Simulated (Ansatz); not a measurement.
Ga3AsP2, ordered on the zincblende lattice (I-4m2) with 6 atoms a cell at its r2SCAN geometry, run in the plane-wave code Ansatz at 2 levels of theory. The cell comes from a prototype generator: it can be a known phase or a hypothetical one. Spin polarisation is off.

The HSE06 input:
```yaml
crystal:
  lattice:
    - [-1.9521834641, 1.9521834641, 8.2840718358]
    - [1.9521834641, -1.9521834641, 8.2840718358]
    - [1.9521834641, 1.9521834641, -8.2840718358]
  atoms:
    - { symbol: P, position: [0.1685373031, 0.1685373031, 0.0] }
    - { symbol: Ga, position: [0.75, 0.25, 0.5] }
    - { symbol: P, position: [0.8314626969, 0.8314626969, 0.0] }
    - { symbol: Ga, position: [0.4127930492, 0.9127930492, 0.5] }
    - { symbol: As, position: [0.5, 0.5, 0.0] }
    - { symbol: Ga, position: [0.0872069508, 0.5872069508, 0.5] }
kpoints:
  mp_grid: { grid: [6, 6, 6] }
  band_path:
    path:
      - [0.0, 0.0, 0.0]
      - [0.0, 0.0, 0.5]
      - [0.25, 0.25, 0.25]
      - [0.0, 0.5, 0.0]
      - [0.5, 0.5, -0.5]
      - [0.2638833271, 0.7361166729, -0.2638833271]
      - [-0.2638833271, 0.2638833271, 0.2638833271]
      - [-0.0277666542, 0.0277666542, 0.5]
      - [0.5, 0.5, -0.0277666542]
    npoints: 1
hamiltonian:
  xc: hse06
scf:
  occupations: { method: fixed }
  n_extra_bands: 5
output:
  forces: true
  stress: true
  eigenvalues: true
```

Main results, then, where recorded, the levels near the gap in eV from the Fermi energy (columns number the bands from 0), one row a point of the path (Γ, X, P, N, M, S, S₀, R, G):
```
Crystal: 6 atoms, lattice volume = 126.283 Å³
Symmetry: 8 space group operations
Space group: I-4m2 (ITA 119)
```
```
Basis set: ecut = 420 eV, 2527 PW (Γ), FFT grids on a1+a3, a2+a3, a3
Bands: 37, of which v1, the nominal top of the filled ones, is band 32 counted from 1 (31 counted from 0)
k-points: 30 of 216 (time reversal used)
Exchange kernel: α = 0.2500, screened, ω = 0.2079 Å⁻¹, Wigner–Seitz truncation, v(0) = 1046.7841 eV·Å³, q-mesh 6×6×6
hybrid outer 1: dexx = +3.007e-2 eV, tail = 1.24e-4 eV
hybrid outer 2: dexx = +3.842e-6 eV, tail = 6.93e-8 eV, Δε = 2.64e-3 eV, ΔF = 2.93e-3 eV/Å
Free energy (F): -17722.770631 eV
Fermi energy:    7.072176 eV
--- Forces (eV/Å), atoms counted from 1 ---
  atom   1  P       0.00000      0.00000      0.00383
  atom   2  Ga      0.00000      0.00000      0.00000
  atom   3  P       0.00000      0.00000    -0.00383
  atom   4  Ga      0.00000      0.00000    -0.00559
  atom   5  As      0.00000      0.00000      0.00000
  atom   6  Ga      0.00000      0.00000      0.00559
--- Stress (GPa, compression-positive) ---
        0.686119       0.000000       0.000000
        0.000000       0.686119       0.000000
        0.000000       0.000000       0.573274
  P = ⅓ Tr σ = 0.6485 GPa (6.485 kbar)
```
```tsv
band_28	band_29	band_30	band_31	band_32	band_33	band_34
-2.280	-0.044	0.000	0.000	2.177	2.334	2.379
-3.567	-3.525	-2.943	-2.926	2.160	2.446	4.110
-3.270	-3.254	-3.168	-3.054	2.577	2.886	3.013
-1.534	-1.503	-1.255	-0.854	2.197	3.477	3.738
-1.299	-1.299	-0.877	-0.877	2.171	2.381	3.302
-1.699	-1.626	-1.434	-0.834	2.639	2.665	3.747
-1.699	-1.626	-1.434	-0.834	2.639	2.665	3.747
-3.485	-3.450	-2.970	-2.957	2.224	2.513	4.114
-3.485	-3.450	-2.970	-2.957	2.224	2.513	4.114
```

HSE06 gives an indirect gap of 2.13 eV, from Γ to Γ–M (0.67 of the way from Γ); the least direct gap is 2.18 eV at Γ. The lowest empty level at X lies only 30 meV higher, so the place of the conduction bottom isn't settled.

Question: In the first input these blocks are replaced (the band path and keys that only write files left aside):
```yaml
hamiltonian:
  xc: pbe0
```
What comes out?

Answer:
```
Basis set: ecut = 420 eV, 2527 PW (Γ), FFT grids on a1+a3, a2+a3, a3
Bands: 37, of which v1, the nominal top of the filled ones, is band 32 counted from 1 (31 counted from 0)
k-points: 30 of 216 (time reversal used)
hybrid outer 1: dexx = +4.197e-2 eV, tail = 1.50e-4 eV
hybrid outer 2: dexx = +7.989e-6 eV, tail = 1.14e-7 eV, Δε = 3.96e-3 eV, ΔF = 4.95e-3 eV/Å
hybrid outer 3: dexx = +3.050e-9 eV, tail = 2.63e-9 eV, Δε = 6.98e-5 eV, ΔF = 3.36e-5 eV/Å
Free energy (F): -17723.201955 eV
Fermi energy:    6.743633 eV
--- Forces (eV/Å), atoms counted from 1 ---
  atom   1  P       0.00000      0.00000      0.00442
  atom   2  Ga      0.00000      0.00000      0.00000
  atom   3  P       0.00000      0.00000    -0.00442
  atom   4  Ga      0.00000      0.00000    -0.00514
  atom   5  As      0.00000      0.00000      0.00000
  atom   6  Ga      0.00000      0.00000      0.00514
--- Stress (GPa, compression-positive) ---
        0.452367       0.000000       0.000000
        0.000000       0.452367       0.000000
        0.000000       0.000000       0.350110
  P = ⅓ Tr σ = 0.4183 GPa (4.183 kbar)
```
```tsv
band_28	band_29	band_30	band_31	band_32	band_33	band_34
-2.326	-0.033	0.000	0.000	2.806	2.963	3.029
-3.640	-3.596	-2.992	-2.974	2.810	3.103	4.791
-3.331	-3.313	-3.224	-3.106	3.235	3.548	3.679
-1.567	-1.534	-1.274	-0.873	2.830	4.144	4.403
-1.330	-1.330	-0.899	-0.899	2.824	3.040	3.961
-1.728	-1.661	-1.464	-0.853	3.281	3.310	4.413
-1.728	-1.661	-1.464	-0.853	3.281	3.310	4.413
-3.558	-3.521	-3.019	-3.006	2.876	3.171	4.795
-3.558	-3.521	-3.019	-3.006	2.876	3.171	4.795
```
The PBE0 gap is indirect, 2.78 eV (Γ to Γ–M (0.67 of the way from Γ)), below the direct gap of 2.81 eV at Γ. The lowest empty level at X lies only 28 meV higher, so the place of the conduction bottom isn't settled. The mean stress, +0.4 GPa, is small, and the program warns that its thresholds are loose for a hybrid's stress.

Totals of different functionals can't be compared.

Spin-orbit coupling is left out.
